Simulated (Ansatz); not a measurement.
**Elastic constants of Rh at 7 GPa (stress–strain coefficients): input and output**

Method: DFT LDA, scalar-relativistic, plane waves, PAW (Ansatz 0.2.0).

Launched with:
```bash
ansatz run input.yaml --threads 1 --pin off --max-ram 3072MiB --backend cpu --events-out ev --progress --plain --runs-dir out
```

Input (bare energies are in eV):
```yaml
crystal:
  lattice:
    - [2.6526222542, 0.0, 0.0]
    - [-1.3263111271, 2.2972382588, 0.0]
    - [0.0, 0.0, 4.2776539026]
  atoms:
    - { symbol: Rh, position: [0.6666666667, 0.3333333333, 0.75] }
    - { symbol: Rh, position: [0.3333333333, 0.6666666667, 0.25] }
basis:
  ecutwfc: 420
kpoints:
  mp_grid: { grid: [18, 18, 10] }
hamiltonian:
  xc: lda
scf:
  occupations: { method: fermi_dirac, width: 0.15 }
output:
  forces: true
  stress: true
  eigenvalues: true
elastic:
  mode: relaxed_ion
  amplitude: 0.005
```

From the output:
```
--- Elastic constants: 3 strain directions × 4 members + reference (group order 24) ---
  dense FFT box of the reference and of every strained cell: 18×18×30
  strains applied: 11, 33, 23; error gains: componentwise 1.00 (the most a stress slope's error grows in a printed constant), spectral 1.41 (1 for all six strains in a standard setting)
  C = ∂σ_k/∂η_j (tension-positive GPa; Voigt order 11 22 33 23 13 12):
       558.795    223.675    239.270      0.000      0.000      0.000
       223.675    558.795    239.270      0.000      0.000      0.000
       239.277    239.277    575.137      0.000      0.000      0.000
         0.000      0.000      0.000     93.199     -0.000      0.000
         0.000      0.000      0.000      0.000     93.199      0.000
         0.000      0.000      0.000      0.000      0.000    167.560
  reference stress σ⁰ (GPa):     -7.000     -7.000     -7.000     -0.000     -0.000      0.000
  C* (energy form; C + prestress term) asymmetry max|C*_kj − C*_jk| = 7.043e-3 GPa — a small one proves nothing (zero by symmetry where the batch's group is 432, −43m or m−3m); a large one is finite-difference/SCF noise where every solve ...
  moduli (Voigt/Reuss/Hill, GPa): K = 344.13/343.90/344.01   G = 136.83/126.42/131.62   E = 350.21   ν = 0.330
  mechanically stable: yes (min eigenvalue of sym C = 93.20 GPa)
  harmonic check of the ions' relaxations: strain 23: 1 pair too noisy to judge
  the stresses are not corrected for the forces that the relaxations left standing (`elastic.f_tol`)
  strain η (Voigt 11):  stress-route row diagonal C_11 = 558.79 GPa, energy-path curvature d²(F+E_count+ΔE)/dδ²/Ω₀ = 558.81 GPa
    cells at ±δ against ±2δ: C11 558.96 and 559.45 GPa, apart by 0.09 % of the column's largest entry
         δ    σ_11 (GPa) F (eV) n_scf n_hpsi n_pw
    -1.000e-2     -12.8949      -12557.3003428       6  141925    533   relax 3 steps, max|allowed force component| 2.12e-6 eV/Å
    -5.000e-3      -9.8695      -12557.3095924       6  141503    537   relax 3 steps, max|allowed force component| 1.19e-7 eV/Å
     5.000e-3      -4.2799      -12557.3210163       6  140988    539   relax 3 steps, max|allowed force component| 2.46e-8 eV/Å
     1.000e-2      -1.7059      -12557.3234390       6  143715    543   relax 2 steps, max|allowed force component| 1.09e-5 eV/Å
  strain η (Voigt 33):  stress-route row diagonal C_33 = 575.14 GPa, energy-path curvature d²(F+E_count+ΔE)/dδ²/Ω₀ = 575.11 GPa
    cells at ±δ against ±2δ: C33 575.28 and 575.70 GPa, apart by 0.07 % of the column's largest entry
         δ    σ_33 (GPa) F (eV) n_scf n_hpsi n_pw
    -1.000e-2     -12.9997      -12557.3002394       7   87745    537   relax 0 steps, max|allowed force component| 7.40e-17 eV/Å
    -5.000e-3      -9.9372      -12557.3095606       4   67183    537   relax 0 steps, max|allowed force component| 2.08e-17 eV/Å
     5.000e-3      -4.1844      -12557.3209803       4   68873    537   relax 0 steps, max|allowed force component| 3.01e-17 eV/Å
     1.000e-2      -1.4856      -12557.3232740       6   71506    543   relax 0 steps, max|allowed force component| 4.63e-18 eV/Å
  strain η (Voigt 23):  stress-route row diagonal C_44 = 93.20 GPa, energy-path curvature d²(F+E_count+ΔE)/dδ²/Ω₀ = 96.69 GPa
    cells at ±δ against ±2δ: C44 93.18 and 93.14 GPa, apart by 0.05 % of the column's largest entry
         δ    σ_23 (GPa) F (eV) n_scf n_hpsi n_pw
    -1.000e-2      -0.9314      -12557.3156548       6  223698    537   relax 3 steps, max|allowed force component| 1.20e-6 eV/Å
    -5.000e-3      -0.4659      -12557.3162449       6  223624    537   relax 2 steps, max|allowed force component| 1.35e-5 eV/Å
     5.000e-3       0.4659      -12557.3162449       6  224061    537   relax 2 steps, max|allowed force component| 1.90e-5 eV/Å
     1.000e-2       0.9314      -12557.3156548       6  223632    537   relax 3 steps, max|allowed force component| 1.20e-6 eV/Å
```

The run took 4.1 min on 1 thread of Intel(R) Xeon(R) 6975P-C (Granite Rapids), with other jobs on the host, peak memory 0.73 GiB.

In a metal, frequencies and elastic constants depend on the k mesh and the smearing, soft modes and shear constants most. Other phases may be more stable at this pressure.

This form isn't the element's structure at ambient conditions.